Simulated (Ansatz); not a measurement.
Sb in space group I4_132 (No. 214; Sb on 8a), a = 7.9787 Å, b = 7.9787 Å, c = 7.9787 Å, α = 90.00°, β = 90.00°, γ = 90.00°; the cell used has 4 atoms.

Relaxed with PBEsol.

Q: Decompose the optical modes at the zone centre into irreducible representations, and say which are infrared and Raman allowed.

A: Point group 432: Γ_opt = A2 + E + T1 + T2. Infrared: T1. Raman: E, T2.

Q: Assign frequencies (DFPT, DFT-PBEsol in the program Ansatz with PAW potentials).

A: T1 51i, A2 29i, T2 138, E 138 cm⁻¹.

The start of the workflow was typed in or built on a structure type; neither database checked (COD, Materials Project) lists it. It is not the phase usual at ambient conditions (space group No. 166). The PBEsol relaxation kept the symmetry of its start. At this level the phase is dynamically unstable (imaginary phonons). The volume moved by 64 % from the start of the relaxation. As this level gives no gap, phonon frequencies hold no LO–TO term and depend on the k-mesh and smearing (Fermi–Dirac, 0.1 eV here). Spin–orbit coupling is left out wherever it is not named.

Potentials: the later of the program's two PAW sets.
